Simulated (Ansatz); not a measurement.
Al$_{2}$W (Fddd), relaxed and computed with several functionals in Ansatz (plane waves, PAW).

```json
[
 {"functional": "r²SCAN", "a (Å)": "4.929", "c (Å)": "8.901", "V (Å³/atom)": "15.15", "ΔH_f (eV/atom)": "-0.07", "B₀ by P(V) fit (GPa)": "171"},
 {"functional": "PBEsol", "a (Å)": "[?]", "c (Å)": "[?]", "V (Å³/atom)": "[?]", "ΔH_f (eV/atom)": "[?]", "B₀ by P(V) fit (GPa)": "[?]"},
 {"functional": "PBE", "a (Å)": "4.959", "c (Å)": "8.950", "V (Å³/atom)": "15.44", "ΔH_f (eV/atom)": "-0.06", "B₀ by P(V) fit (GPa)": "159"}
]
```

Fill in the missing entries.


- PBEsol, a (Å): 4.921
- PBEsol, c (Å): 8.891
- PBEsol, V (Å³/atom): 15.08
- PBEsol, ΔH_f (eV/atom): -0.05
- PBEsol, B₀ by P(V) fit (GPa): 167

Typed or built starts, not in the databases checked: Al2W, Fddd (Al on 16f, W on 8b). All cells were relaxed under the symmetry of their starts (and spin orders); stability against distortions was not tested throughout. Rows with no word on spin ran without spin polarisation. Scalar-relativistic: spin–orbit coupling is off unless named, which matters more the heavier the elements.

Potentials: the later of the program's two PAW sets.

Ansatz (a quantum-chemistry and plane-wave program) is a plane-wave DFT program.

Formation energies count from the lowest solids of the elements computed at the same level, not from gases.
